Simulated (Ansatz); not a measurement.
Below is a relaxed structure of BaTa₃O₂. The cell was found from a structure generator's guess, not taken from experiment.

Theory: DFT PBE, scalar-relativistic, plane waves, PAW (Ansatz). Cutoff 420 eV, Γ-centred mesh, Gaussian smearing, no spin polarisation.

```
Ba Ta O
1.0
     6.87854    0.00000    0.00000
    -3.43927    5.95699    0.00000
     0.00000    0.00000    3.00020
Ba Ta O
1 3 2
Cartesian
  0.0000 0.0000 1.5001
  3.4393 0.0000 0.0000
  -1.7196 2.9785 0.0000
  1.7196 2.9785 0.0000
  0.0000 3.9713 0.0000
  3.4393 1.9857 0.0000
```

Energies over the elements count from the elements' standard structures at the same level (O₂ as a molecule), with no fitted energy shifts.

Question: Find its symmetry and describe it.

Answer: P6/mmm (No. 191). Conventional cell: a = 6.879 Å, c = 3.000 Å. Ba has 2 Ba at 3.00 Å and 12 Ta at 3.75 Å; Ta is surrounded by 2 O at 1.99 Å, 2 Ta at 3.00 Å, 4 Ta at 3.44 Å, 4 O at 3.60 Å and 4 Ba at 3.75 Å; O is surrounded by 3 Ta at 1.99 Å.

Question: How far does it lie from the elements in energy?

Answer: −0.49 eV/atom.

Question: Is it a metal?

Answer: Yes, bands cross the Fermi level on the 6×6×12 mesh.

The last run used a 6×6×12 mesh (in the run's order of axes) for its 6-atom cell and Gaussian smearing of 0.10 eV. Spin–orbit coupling, which can matter for Ta, is left out. An odd number of electrons in the primitive cell allows no gap without spin; a larger cell or a magnetic state could open one. Symmetry constrained the relaxation, so the result can be a saddle point. Another cell of BaTa3O2 relaxed alike, in Cmmm, lies 110 meV/atom lower, so this cell isn't the stable form at this level.
